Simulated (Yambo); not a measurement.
G0W0@LDA for TlGeCl3 (space group Cm, No. 8) in Yambo. Reference settings: 2×2×2 Γ-centred k mesh, 275 bands and a 8 Ry block in the screening, 275 bands in G with the Bruneval-Gonze terminator, plasmon pole fitted at 27.2 eV. The LDA gap (-0.5, -0.5, -0.5) → (-0.5, -0.5, -0.5) on this mesh is 1.30 eV; G0W0 gaps are taken between the same points.

Gap ((-0.5, -0.5, -0.5) → (-0.5, -0.5, -0.5)) in eV against the number of bands and the screening block, terminator on:

```csv
bands (W and G),2 Ry,3 Ry,5 Ry,6 Ry,8 Ry
61,2.297,2.355,2.515,2.555,2.594
99,2.215,2.274,2.471,2.525,2.580
149,2.186,2.241,2.446,2.506,2.572
212,2.180,2.232,2.435,2.499,2.573
275,2.180,2.232,2.433,2.498,2.578
```

Rough cost of the Yambo step against the reference (shared machines):

```json
[
 {"bands (W and G)": "61", "2 Ry": "1/20", "3 Ry": "1/10", "5 Ry": "1/10", "6 Ry": "1/9", "8 Ry": "1/7"},
 {"bands (W and G)": "99", "2 Ry": "1/10", "3 Ry": "1/10", "5 Ry": "1/7", "6 Ry": "1/5", "8 Ry": "1/3"},
 {"bands (W and G)": "149", "2 Ry": "1/6", "3 Ry": "1/6", "5 Ry": "1/4", "6 Ry": "1/4", "8 Ry": "1/3"},
 {"bands (W and G)": "212", "2 Ry": "1/7", "3 Ry": "1/5", "5 Ry": "1/6", "6 Ry": "1/3", "8 Ry": "~1"},
 {"bands (W and G)": "275", "2 Ry": "1/4", "3 Ry": "1/4", "5 Ry": "1/3", "6 Ry": "1/2", "8 Ry": "1"}
]
```

At the largest block the last step in bands moves the gap by 0.005 eV; at the most bands the last step in the block moves it by 0.080 eV.

Spin-orbit coupling is left out; with 6p states at a band edge it can lower the gap by many tenths of an eV, most of a small gap.

The standard potentials for Ge, Tl keep a d shell in the valence without the s and p states of that shell. In tests on such compounds this moved G0W0 gaps by up to about 0.9 eV, so absolute quasiparticle energies here are unreliable; differences between settings are what counts.

Geometry of the Materials Project entry, not relaxed at this level; primitive cell a = b = 5.328 Å, c = 5.322 Å, α = β = 90.77°, γ = 89.16°.

The structure is a Materials Project entry; no match was found in the copy of COD used, and its stability was not checked.
